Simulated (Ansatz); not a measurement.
GePd:
```yaml
crystal:
  lattice:
    - [5.72792, 0.00000, 0.00000]
    - [0.00000, 3.59242, 0.00000]
    - [0.00000, 0.00000, 6.27416]
  atoms:
    - { symbol: Ge, position: [0.81520, 0.75000, 0.57920] }
    - { symbol: Ge, position: [0.18480, 0.25000, 0.42080] }
    - { symbol: Ge, position: [0.68480, 0.25000, 0.07920] }
    - { symbol: Ge, position: [0.31520, 0.75000, 0.92080] }
    - { symbol: Pd, position: [0.99664, 0.75000, 0.19095] }
    - { symbol: Pd, position: [0.00336, 0.25000, 0.80905] }
    - { symbol: Pd, position: [0.50336, 0.25000, 0.69095] }
    - { symbol: Pd, position: [0.49664, 0.75000, 0.30905] }
```

Relaxed with r²SCAN. Special points in fractions of this cell's reciprocal vectors: Γ (0.000, 0.000, 0.000); X (0.500, 0.000, 0.000); S (0.500, 0.500, 0.000); Y (0.000, 0.500, 0.000); Z (0.000, 0.000, 0.500); U (0.500, 0.000, 0.500); R (0.500, 0.500, 0.500); T (0.000, 0.500, 0.500).

**Question.** List the band energies nearest the Fermi level at these points for r²SCAN with spin–orbit coupling in the plane-wave PAW code Ansatz.

**Answer.** In eV from the Fermi level; about four levels below and three above (degenerate sets whole), none deeper than 8.9 eV; points with the same levels are listed once.

| k | below | above |
|---|---|---|
| Γ | -1.28 -1.28 -0.59 -0.59 | 0.49 0.49 1.04 1.04 |
| X | -2.68 -2.68 -2.68 -2.68 | 0.56 0.56 0.56 0.56 |
| S | -1.90 -1.90 -1.90 -1.90 | 0.42 0.42 0.42 0.42 |
| Y | -0.77 -0.77 -0.77 -0.77 | 2.04 2.04 2.04 2.04 |
| Z | -0.40 -0.40 -0.40 -0.40 | 1.42 1.42 1.42 1.42 |
| U | -1.45 -1.45 -1.45 -1.45 | 0.56 0.56 0.56 0.56 |
| R | -2.42 -2.42 -2.42 -2.42 | 2.43 2.43 2.43 2.43 |
| T | -2.08 -2.08 -2.08 -2.08 | 0.39 0.39 0.39 0.39 |

Space group Pnma. The first step of the workflow began from a Materials Project structure, measured or hypothetical; the Crystallography Open Database files this formula in space group No. 62, but the cells were not matched. Whether it is the stable phase at ambient conditions was not checked. The cell was relaxed with r²SCAN under the symmetry of its start; its stability against distortions is not shown here. No spin polarisation was allowed.

Potentials: the later of the program's two PAW sets.
